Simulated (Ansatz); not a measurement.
A relaxed cell of Ga₃B₂As₅ is given with its symmetry left out. The cell was found from a structure generator's guess, not taken from experiment.

The calculation used DFT PBE, scalar-relativistic, plane waves, PAW in Ansatz. Cutoff 420 eV, Γ-centred mesh, Gaussian smearing, no spin polarisation.

```
Ga B As
1.0
    -1.87909    1.87909   13.76281
     1.87909   -1.87909   13.76281
     1.87909    1.87909  -13.76281
Ga B As
3 2 5
Direct
  0.00000 0.00000 0.00000
  0.19476 0.19476 0.00000
  0.80524 0.80524 0.00000
  0.59729 0.59729 0.00000
  0.40271 0.40271 0.00000
  0.55591 0.05591 0.50000
  0.13866 0.63866 0.50000
  0.75000 0.25000 0.50000
  0.36134 0.86134 0.50000
  0.94409 0.44409 0.50000
```

The zero of energy is the elements' standard structures at the same level; no fitted shifts are applied.

Task: Find its symmetry and describe it.

Result: I-4m2 (No. 119), with Ga and B ordered on zinc blende sites. Conventional cell: a = 3.758 Å, c = 27.526 Å. Ga on a site of symmetry -4m2 is surrounded by 4 As at 2.43 Å; Ga on a site of symmetry 2mm is surrounded by 4 As at 2.42–2.43 Å; around B lie 4 As at 2.20 Å; As on a site of symmetry 2mm is surrounded by 2 B at 2.20 Å and 2 Ga at 2.43 Å; 2 more sites not described.

Task: What is its formation energy per atom?

Result: −0.041 eV/atom. A negative formation energy is needed for stability but isn't enough: competing phases decide.

Task: Is it a metal?

Result: No, the gap on the 14×14×14 mesh is 0.49 eV.

The last run used a 14×14×14 mesh for its 10-atom cell and Gaussian smearing of 0.02 eV. Kohn–Sham gaps at this level usually fall short of measured ones. The reference form of As is held partly by dispersion forces, which this level lacks. A later test with randomly moved atoms came back to the same energy, though modes that don't fit the test's cell weren't probed.
